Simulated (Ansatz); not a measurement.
Relaxed TiTe2 (CdI2 type):

```xyz
6
Lattice="7.3950 0.0000 0.0000 -1.8487 3.2021 0.0000 0.0000 0.0000 6.3848" Properties=species:S:1:pos:R:3 pbc="T T T"
Ti     0.0000     0.0000     0.0000
Ti     3.6975     0.0000     0.0000
Te     0.0000     2.1347     1.7307
Te     3.6975     2.1347     1.7307
Te     1.8487     1.0674     4.6541
Te     5.5462     1.0674     4.6541
```

In this cell atom 3 (Te, nearest neighbour Ti at 2.748 Å; its periodic images, 3.7 Å or more away, move with it) is moved by s along Cartesian [111], unit vector (0.577, 0.577, 0.577); all other atoms and the cell stay fixed.

Calculation: PBE-D3(BJ) (plane waves to 420 eV, PAW, scalar-relativistic; Ansatz, a program for electronic structure). k mesh 6×12×6 (Γ-centred), Fermi-Dirac smearing 0.05 eV. The energy includes the smearing's −TS. With partly filled bands, energies and forces of such displacements shift with the k mesh and the smearing. Spin-orbit coupling is left out, though Te is heavy. The PAW data are Ansatz's earlier set. TiTe2 is run without spin polarisation. TiTe2 was relaxed with its symmetry unable to fall. The zero of ΔE is the undisplaced structure. The last digit holds for this mesh only.

| s (Å) | ΔE (meV/cell) |
|---|---|
| -0.550 | 1344.4 |
| -0.440 | 816.3 |
| -0.330 | 435.4 |
| -0.220 | 183.3 |
| -0.110 | 43.3 |
| 0.000 | 0.0 |
| 0.110 | 39.3 |
| 0.220 | 149.1 |
| 0.330 | 318.9 |
| 0.440 | 540.3 |
| 0.550 | 807.2 |

**Question.** What force constant k = d²E/ds² at s = 0 does the table give?

**Answer.** 6.8 eV/Å². It is the second difference of the nearest points, corrected with the next pair.

**Question.** With k = 6.82 eV/Å² from the forces, is the well harmonic out to s = 0.550 Å?

**Answer.** ½ks² = 1032 meV/cell against the computed 807 meV/cell, so the well is softer than harmonic there.

(For displaced atoms, the force is minus the slope of the energy, and its curvature is a force constant, which sets phonon frequencies.)
